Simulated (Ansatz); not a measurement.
Relaxed Sc (hcp, Mg type):

```
Sc
1.0
    3.27721     0.00000     0.00000
   -1.63861     2.83815     0.00000
    0.00000     0.00000     5.08550
Sc
2
Cartesian
  0.00000   1.89210   3.81412
  1.63861   0.94605   1.27137
```

Level of theory: PBEsol (plane waves to 420 eV, PAW, scalar-relativistic; Ansatz, an electronic-structure program). k mesh 13×13×8 (Γ-centred), Fermi-Dirac smearing 0.05 eV. With partly filled bands, energies and forces of such displacements shift with the k mesh and the smearing. Sc is run without spin polarisation. Sc was relaxed with its symmetry unable to fall. The PAW data are Ansatz's earlier set.

One atom of the cell was then moved (with its periodic images), all else fixed, and the forces (eV/Å) came out as:

```
atom      Fx      Fy     Fz
----  ------  ------  -----
Sc1    0.372   0.041  0.000
Sc2   -0.372  -0.041  0.000
```

With two atoms only their relative shift counts; take Sc2 as fixed.

**Question.** Which atom was moved, and by which vector (Å)?

**Answer.** Sc1, by (-0.25, 0.00, 0.00), 0.25 Å in all.

(For displaced atoms, the force is minus the slope of the energy, and its curvature is a force constant, which sets phonon frequencies.)
